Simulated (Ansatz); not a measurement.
## NiMoIrPdW: relaxed-ion elastic tensor

Level of theory: Ansatz, DFT PBE, scalar-relativistic, plane waves, PAW. Settings: 420 eV plane-wave cutoff, Γ-centred 16×16×16 mesh, Gaussian smearing of 0.10 eV. No spin polarisation.

The cell, relaxed at this level:
```yaml
crystal:
  lattice:
    - [-1.37004, 1.37004, 9.71647]
    - [1.37004, -1.37004, 9.71647]
    - [1.37004, 1.37004, -9.71647]
  atoms:
    - { symbol: Ni, position: [0.19862, 0.19862, 0.00000] }
    - { symbol: Mo, position: [0.60922, 0.60922, 0.00000] }
    - { symbol: Pd, position: [0.79310, 0.79310, 0.00000] }
    - { symbol: Ir, position: [0.39944, 0.39944, 0.00000] }
    - { symbol: W, position: [0.99565, 0.99565, 0.00000] }
```

The cell was found from a structure generator's guess, not taken from experiment. In a metal, frequencies and elastic constants depend on the k mesh and the smearing, soft modes and shear constants most. Spin–orbit coupling is left out, which matters for heavy elements.

(1) Give the relaxed-ion elastic constants (GPa, Voigt order xx yy zz yz xz xy, on the Cartesian axes of the cell above).

(2) Is the crystal stable against homogeneous strain?

(3) And the moduli of a polycrystal (Hill averages)?

## Answers

(1)
```
425.6 116.9 180.1   0.0   0.0   0.0
116.9 425.6 180.1   0.0   0.0   0.0
180.2 180.2 321.9   0.0   0.0   0.0
  0.0   0.0   0.0 100.0   0.0   0.0
  0.0   0.0   0.0   0.0 100.0   0.0
  0.0   0.0   0.0   0.0   0.0  44.1
```

(2) Yes: the least eigenvalue of the tensor is 44.1 GPa.

(3) B = 236 GPa, G = 88 GPa, E = 235 GPa, ν = 0.33.
